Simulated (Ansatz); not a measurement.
Consider the following.

Starting cell, AlRu (CsCl type):

```
CELL_PARAMETERS angstrom
      5.96504     0.00000     0.00000
      0.00000     2.98252     0.00000
      0.00000     0.00000     2.98252
ATOMIC_POSITIONS crystal
  Al 0.00000 0.00000 0.00000
  Al 0.50000 0.00000 0.00000
  Ru 0.25000 0.50000 0.50000
  Ru 0.75000 0.50000 0.50000
```

In this cell atom 4 (Ru, nearest neighbour Al at 2.583 Å; its periodic images, 3.0 Å or more away, move with it) is moved by s along Cartesian z, unit vector (0.000, 0.000, 1.000); all other atoms and the cell stay fixed.

Calculation: r2SCAN (plane waves to 500 eV, PAW, scalar-relativistic; Ansatz, a first-principles code). k mesh 7×13×13 (Γ-centred), Fermi-Dirac smearing 0.05 eV. Energies are smeared free energies. With partly filled bands, energies and forces of such displacements shift with the k mesh and the smearing. AlRu is run without spin polarisation. AlRu was relaxed with its symmetry unable to fall. ΔE is measured from the undisplaced structure.

The scan covers s from -0.770 to 0.770 Å in 11 points.

Problem. Is this a single well or a double well?

Solution. A single well with its minimum at or next to zero displacement.

Problem. Is the energy the same for equal positive and negative displacements?

Solution. Even: the same for both signs. With its periodic images moving along, the atom's site symmetry in this cell is 4/mmm.

Problem. What force acts on the atom along the line at s = -0.770 Å?

Solution. 4.98 eV/Å.

Problem. What is the energy change at s = 0.770 Å?

Solution. 2285 meV/cell.

Problem. What is the force constant k = d²E/ds² of this move at s = 0?

Solution. 9.05 eV/Å².

(A displaced cell: forces are minus the slopes of the energy, force constants its curvatures, and phonons follow from these.)
